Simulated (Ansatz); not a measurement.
Find the missing element

Cell vectors (Å):

```
2.9340 0.0000 0.0000
0.0000 2.9340 0.0000
0.0000 0.0000 4.0161
```

| atom | a | b | c |
| --- | --- | --- | --- |
| Ti | 0.5000 | 0.5000 | 0.5000 |
| X | 0.0000 | 0.0000 | 0.0000 |

Level of theory: LDA, all-electron LAPW in Ansatz 0.2.0, scalar-relativistic. k mesh 14×14×10, fine mesh 20×20×16, Fermi-Dirac smearing of 0.080 eV, lines of 0.15 eV, Drude damping 0.05 eV.

Independent-particle optical response of a crystal from Kohn-Sham bands on the fine mesh with a Drude term, no local fields or excitons; Cartesian axes as in the cell vectors.

- Fine mesh: 20, 20, 16
- Line width: 0.15 eV
- Drude damping: 0.05 eV
- Further gaussian width: 0.3 eV

```csv
photon energy (eV),dielectric imag xx
1.2,16.92
2.4,16.42
3.6,9.8
4.8,16.46
6,5.5
7.2,3.94
8.4,3.45
9.6,2.19
10.8,1.21
12,1.11
13.2,0.98
14.4,1.05
15.6,1.09
16.8,1.08
18,1.15
19.2,1.01
20.4,1.14
21.6,1.43
22.8,0.88
24,1.04
25.2,0.88
26.4,0.68
27.6,0.54
28.8,0.68
30,0.63
```

All X atoms are one element. Which one was computed?

Hg; the crystal is TiHg (P4/mmm, a database entry that needn't be its stable phase).

Keep in mind: filled d bands lie too high at this level, so their transitions start too early; these sums move with the mesh, by several per cent and more for small sheets; Fermi surface not resolved by the mesh; spectra summed at the mesh points alone; no spin-orbit coupling on heavy atoms.
